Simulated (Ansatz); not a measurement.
**Structure relaxation, WS2**

The start is a generated trial cell of WS2 in the AFLOW prototype A2B_tP6_129_ac_c (C38, as in Cu2Sb). Cell shape, volume and atoms are optimised at zero target pressure with r2SCAN (plane waves to 500 eV, PAW, scalar-relativistic; Ansatz, a quantum-chemistry and plane-wave program). The first steps use a coarse 6×6×4 k-mesh.

The start:
```
WS2
1.0
    4.15546     0.00000     0.00000
    0.00000     4.15546     0.00000
    0.00000     0.00000     6.34060
S W
4 2
Direct
  0.00000   0.00000   0.00000
  0.50000   0.50000   0.00000
  0.50000   0.00000   0.27000
  0.00000   0.50000   0.73000
  0.50000   0.00000   0.70000
  0.00000   0.50000   0.30000
```

- Largest initial force: about 4.6 eV/Å, on S3, S4 (atoms numbered as listed)
- Outcome: The space group stays P4/nmm (No. 129) (the run could not lower it), with 6 atoms in the primitive cell
- Shortest distances (start → end): The closest pairs of elements (up to four, under 3.6 Å), start → end: S–W 2.73 → 2.41 Å; S–S 2.69 → 2.78 Å
- Band gap at the end: zero (metallic)
- Optimiser moves: 11

The end point of the relaxation:

```cif
data_S4W2
_chemical_formula_sum 'S4 W2'
_space_group_name_H-M_alt 'P4/nmm :1'
_space_group_IT_number 129
_space_group_name_Hall 'P 4ab 2ab -1ab'
_cell_length_a 3.92894
_cell_length_b 3.92894
_cell_length_c 6.31605
_cell_angle_alpha 90.000
_cell_angle_beta 90.000
_cell_angle_gamma 90.000
loop_
_space_group_symop_operation_xyz
  'x, y, z'
  '-y+1/2, x+1/2, z'
  '-x, -y, z'
  'y+1/2, -x+1/2, z'
  'x+1/2, -y+1/2, -z'
  '-y, -x, -z'
  '-x+1/2, y+1/2, -z'
  'y, x, -z'
  '-x+1/2, -y+1/2, -z'
  'y, -x, -z'
  'x+1/2, y+1/2, -z'
  '-y, x, -z'
  '-x, y, z'
  'y+1/2, x+1/2, z'
  'x, -y, z'
  '-y+1/2, -x+1/2, z'
loop_
_atom_site_label
_atom_site_type_symbol
_atom_site_symmetry_multiplicity
_atom_site_Wyckoff_symbol
_atom_site_fract_x
_atom_site_fract_y
_atom_site_fract_z
_atom_site_occupancy
S1 S 2 a 0.00000 0.00000 0.00000 1
S2 S 2 c 0.50000 0.00000 0.38767 1
W1 W 2 c 0.00000 0.50000 0.22230 1
```

Final values are on a 12×12×8 k-mesh of the relaxed cell. No spin polarisation in the result.

The run could not lose the symmetry of its start, so the end can be a saddle point.

The relaxed structure here is a generated cell of WS2: the first start was made by placing the elements on the sites of a structure type, and the end was not matched to a known phase here, so it may be hypothetical. Known forms of WS2 include space group No. 194.
